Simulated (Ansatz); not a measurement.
Relaxation of a relaxed Nb cell displaced along its unstable phonon at q = (½, 0, 0) of its primitive reciprocal cell (115i cm⁻¹), largest move 0.15 Å; 2 atoms in the cell, which starts as Pmmn, origin choice 1 (No. 59), oP2; a = 2.8678 Å, b = 4.9672 Å, c = 2.7231 Å, α = β = γ = 90.00°. All values below come from PBE (plane waves to 420 eV, PAW, scalar-relativistic; Ansatz, a program for electronic structure). Γ-centred k-mesh 13×13×12 on the run's cell (coarser than for final values), Fermi–Dirac smearing 0.05 eV. This is the first round of the run. 

The optimiser's lines from the output (shortened; P is positive under compression):

```
relax step   1: F+E_penalty+E_count = -9103.51231028 eV  Δ(F+E_penalty+E_count) = +0.000e0 eV  max|allowed force component| = 6.258e-1 eV/Å  Δτ_max = 0.0000 Å  P = -0.582 GPa  Ω = 38.791 Å³  (7 SCF iters, dr2 threshold 1.00e-7 eV, accepted)
relax step   2: F+E_penalty+E_count = -9103.86989332 eV  Δ(F+E_penalty+E_count) = -3.576e-1 eV  max|allowed force component| = 1.045e0 eV/Å  Δτ_max = 0.1951 Å  P = -1.241 GPa  Ω = 38.261 Å³  (6 SCF iters, dr2 threshold 2.00e-7 eV, accepted)
relax step   3: F+E_penalty+E_count = -9104.22878168 eV  Δ(F+E_penalty+E_count) = -3.589e-1 eV  max|allowed force component| = 6.779e-1 eV/Å  Δτ_max = 0.1950 Å  P = -1.394 GPa  Ω = 37.514 Å³  (6 SCF iters, dr2 threshold 2.00e-7 eV, accepted)
relax step   4: F+E_penalty+E_count = -9104.33439494 eV  Δ(F+E_penalty+E_count) = -1.056e-1 eV  max|allowed force component| = 3.125e-1 eV/Å  Δτ_max = 0.1944 Å  P = +1.485 GPa  Ω = 36.686 Å³  (6 SCF iters, dr2 threshold 2.00e-7 eV, accepted)
relax step   5: F+E_penalty+E_count = -9104.35256499 eV  Δ(F+E_penalty+E_count) = -1.817e-2 eV  max|allowed force component| = 2.759e-2 eV/Å  Δτ_max = 0.0586 Å  P = -0.851 GPa  Ω = 37.168 Å³  (6 SCF iters, dr2 threshold 2.00e-7 eV, accepted)
relax step   6: F+E_penalty+E_count = -9104.35428573 eV  Δ(F+E_penalty+E_count) = -1.721e-3 eV  max|allowed force component| = 9.223e-3 eV/Å  Δτ_max = 0.0032 Å  P = +0.332 GPa  Ω = 36.888 Å³  (6 SCF iters, dr2 threshold 2.00e-7 eV, accepted)
relax step   7: F+E_penalty+E_count = -9104.35597178 eV  Δ(F+E_penalty+E_count) = -1.686e-3 eV  max|allowed force component| = 8.447e-4 eV/Å  Δτ_max = 0.0015 Å  P = -0.014 GPa  Ω = 36.947 Å³  (6 SCF iters, dr2 threshold 2.00e-7 eV, accepted)
relax step   8: F+E_penalty+E_count = -9104.35597642 eV  Δ(F+E_penalty+E_count) = -4.640e-6 eV  max|allowed force component| = 6.364e-5 eV/Å  Δτ_max = 0.0001 Å  P = -0.003 GPa  Ω = 36.944 Å³  (7 SCF iters, dr2 threshold 1.05e-8 eV, accepted)
relax step   9: F+E_penalty+E_count = -9104.35576287 eV  Δ(F+E_penalty+E_count) = +2.135e-4 eV  max|allowed force component| = 6.374e-5 eV/Å  Δτ_max = 0.0000 Å  P = -0.003 GPa  Ω = 36.944 Å³  stress off target by 9.76e-3 GPa  SCF on the basis re-selected at this cell (its energy is not comparable with the rows above)  (6 SCF iters)
```

From the first to the last row the energy changes by -0.42 eV/atom and the volume by -4.8 %. The last row is marked as not comparable with the walk above it, whose basis was carried along; it does compare with step 1, since both stand on a basis selected at the nominal cutoff for their own cell.

Later rounds, restarted from the end of this one on a renewed k-mesh, logged 3 more steps and released under 0.01 eV/atom more. The final structure after all rounds: I4/mmm (No. 139), tI2; a = b = 2.745 Å, c = 4.904 Å, α = β = γ = 90.00°. Between re-selections the logged energies stand on a plane-wave basis carried along with the cell. No spin polarisation in the result.

The run could not lose the symmetry of its start, so the end can be a saddle point.

The relaxed structure here is a generated cell of Nb: the first start was made by placing the elements on the sites of a structure type, and the end was not matched to a known phase here, so it may be hypothetical. Known forms of Nb include space group No. 229.
